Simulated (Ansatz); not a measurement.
## A plane-wave run on NaGe2Pt

The input, for Ansatz 0.2.0 (plane waves, PAW):

```yaml
crystal:
  lattice:
    - [0.0, 0.0, 8.44999]
    - [4.181927, 0.0, 0.0]
    - [2.090964, 7.908982, -4.224995]
  atoms:
    - { symbol: Ge, position: [0.638, 0.205, 0.59] }
    - { symbol: Ge, position: [0.048, 0.795, 0.41] }
    - { symbol: Ge, position: [0.362, 0.795, 0.41] }
    - { symbol: Ge, position: [0.952, 0.205, 0.59] }
    - { symbol: Ge, position: [0.074, 0.426, 0.148] }
    - { symbol: Ge, position: [0.926, 0.574, 0.852] }
    - { symbol: Na, position: [0.702, 0.798, 0.404] }
    - { symbol: Na, position: [0.298, 0.202, 0.596] }
    - { symbol: Na, position: [0.266, 0.0, 0.0] }
    - { symbol: Na, position: [0.734, 0.0, 0.0] }
    - { symbol: Pt, position: [0.38, 0.355, 0.29] }
    - { symbol: Pt, position: [0.09, 0.645, 0.71] }
    - { symbol: Pt, position: [0.62, 0.645, 0.71] }
    - { symbol: Pt, position: [0.91, 0.355, 0.29] }
    - { symbol: Ge, position: [0.574, 0.426, 0.148] }
    - { symbol: Ge, position: [0.426, 0.574, 0.852] }
  symmetry: { tolerance: 0.0003 }
kpoints:
  mp_grid: { grid: [3, 6, 6], shift: [0, 0, 0] }
magnetization:
  spin_polarized: false
scf:
  occupations: { method: cold, width: 0.0469 }
  lower_state_search: "off"
  max_iter: 200
hamiltonian:
  pseudopotentials: { kind: paw }
  xc: pbe
basis:
  ecutwfc: 420
  fft_grid_basis: typed
output:
  forces: true
  stress: true
  eigenvalues: true
  populations: true
  elf: true
  write_potential: true
  volumetric_format: npy
  dos:
    e_range: [-12, 8]
    de: 0.05
    projected: { site_lists: { Ge: [Ge], Na: [Na], Pt: [Pt] } }
checkpoint:
  read: saved_state
```

The saved state is an earlier solution for the same cell, perhaps on another mesh. 

Excerpt of what it printed:

```
SCF iter   1: F=—  Δρ=2.32e-3  dr2=4.21e-2
SCF iter   2: F=—  S|Δr|=    0.00e0  Δρ=1.43e-3  dr2=1.93e-2
SCF iter   3: F=—  S|Δr|=    0.00e0  Δρ=3.60e-4  dr2=9.16e-4
SCF iter   4: F=—  S|Δr|=    0.00e0  Δρ=2.12e-4  dr2=2.63e-4
SCF iter   5: F=—  S|Δr|=    0.00e0  Δρ=8.45e-5  dr2=4.63e-5
SCF iter   6: F=—  S|Δr|=    0.00e0  Δρ=4.21e-5  dr2=7.94e-6
SCF iter   7: F=—  S|Δr|=    0.00e0  Δρ=1.64e-5  dr2=1.59e-6
SCF iter   8: F=—  S|Δr|=    0.00e0  Δρ=5.97e-6  dr2=2.53e-7
SCF iter   9: F=-90400.3481 eV  S|Δr|=    0.00e0  Δρ=2.70e-6  dr2=3.24e-8
Free energy (F): -90400.3481 eV
Harris-Foulkes:  -90400.3481 eV  (|F-HF|=2.77e-8)
Internal energy: -90400.3499 eV  (E = F + TS)
E sigma→0 (E₀):  -90400.3487 eV
Entropy (-TS):   0.0018 eV (0.114 meV/atom)
Fermi energy:    12.2778 eV
--- Per-component energies (eV) ---
  E_band       = -2679.8773
  E_kinetic    = 3962.7345
  E_local      = -32288.2129  (includes V_loc(G=0)·N_el)
  E_nonlocal   = 4603.8526
  E_hartree    = 13403.2972
  E_xc         = -1826.5265
  E_vxc        = -1953.7645  (∫ρ·V_xc dr)
  E_paw        = -55024.5383  (= ΣΔE_a)
  E_vpaw       = -3811.0893  (= ΣTr[D̂ρ^β])
  E_aug_tail   = 0.0032  (compensation charges beyond the density's cutoff)
  E_ewald      = -23230.9598
  E_smearing   = 0.0018  (= −TS)
--- Forces (eV/Å), atoms counted from 1 ---
  atom   1  Ge     0.0000    -0.1041     1.5151
  atom   2  Ge     0.0000     0.1041     1.5151
  atom   3  Ge     0.0000     0.1041    -1.5151
  atom   4  Ge     0.0000    -0.1041    -1.5151
  atom   5  Ge     0.0000    -0.6686     0.0000
  atom   6  Ge     0.0000     0.6686     0.0000
  atom   7  Na     0.0000    -0.3420     0.0000
  atom   8  Na     0.0000     0.3420     0.0000
  atom   9  Na     0.0000     0.0000    -0.1475
  atom  10  Na     0.0000     0.0000     0.1475
  atom  11  Pt     0.0000    -0.0436     2.6010
  atom  12  Pt     0.0000     0.0436     2.6010
  atom  13  Pt     0.0000     0.0436    -2.6010
  atom  14  Pt     0.0000    -0.0436    -2.6010
  atom  15  Ge     0.0000     0.4551     0.0000
  atom  16  Ge     0.0000    -0.4551     0.0000
--- Stress (GPa, compression-positive) ---
       17.5731       0.0000       0.0000
        0.0000      14.9258       0.0000
        0.0000       0.0000      18.1372
  P = ⅓ Tr σ = 16.8787 GPa (168.787 kbar)
--- Löwdin populations: 16 sites ---
  site symbol       q [e]
     0     Ge     14.3153
     1     Ge     14.3153
     2     Ge     14.3153
     3     Ge     14.3153
     4     Ge     14.3073
     5     Ge     14.3073
     6     Na      8.3164
     7     Na      8.3164
     8     Na      8.3299
     9     Na      8.3299
    10     Pt     17.7122
    11     Pt     17.7122
    12     Pt     17.7122
    13     Pt     17.7122
    14     Ge     14.5697
    15     Ge     14.5697
  spilling = 0.0038 (of n_electrons = 220.0000)
```

Origin: a known structure type with other elements, at an estimated volume, so it need not be a known compound. Caveats: atoms or cell far from equilibrium.
